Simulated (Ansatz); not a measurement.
Single point in Ansatz 0.2.0 with PBEsol, no spin polarisation. Cutoff 420 eV, PAW datasets, 7×7×7 Γ-centred k mesh, fermi-dirac filling (width 0.1 eV).

Computed maps in the lattice plane spanned by a (left to right, 6.33 Å, 19 points from zero) and b (bottom to top, 6.33 Å, 19 points from zero), 116° apart, at height 0.750 along c. The fields are smooth PAW ones with compensation charges, not the true ones near nuclei.

Valence density. Digits on a logarithmic scale: 0 up to 0.03 e/Å³, each further digit a factor of 1.6, 9 from 1.3 e/Å³ up:
```
2000001345544677764
0000002466544455432
0000024566544443210
0000134677655543100
0002346999766542000
0124469999766531000
1345699999765420000
3466799998543200001
4566799985321000002
4555677753210000012
4444566642100000023
5444566531000001234
7644555420000013567
8754443200000136889
9753321000001368989
9742100000002589768
8631000000123688668
7420000012234799889
4200000134445789987
```

The cell is BaVO4. Which atoms lie within 0.2 Å of this plane, and where (fractions of a and b)?

Ba at (0.88, 0.12), V at (0.38, 0.62). The whole cell:
```
Ba V O
1.0
    -3.80300    3.80300    3.33886
     3.80300   -3.80300    3.33886
     3.80300    3.80300   -3.33886
Ba V O
2 2 8
Cartesian
  0.0000 5.7045 0.8347
  3.8030 -1.9015 2.5041
  0.0000 1.9015 2.5041
  3.8030 1.9015 0.8347
  0.0000 3.2546 1.3803
  2.4499 1.9015 -0.2891
  0.0000 0.5484 1.3803
  5.1561 1.9015 -0.2891
  3.8030 0.5484 1.9586
  -1.3531 1.9015 3.6280
  3.8030 3.2546 1.9586
  1.3531 1.9015 3.6280
```

Origin: a known structure type with other elements, at an estimated volume, so it need not be a known compound. Caveats: no spin polarisation, so a magnetic state may lie lower; atoms or cell far from equilibrium.
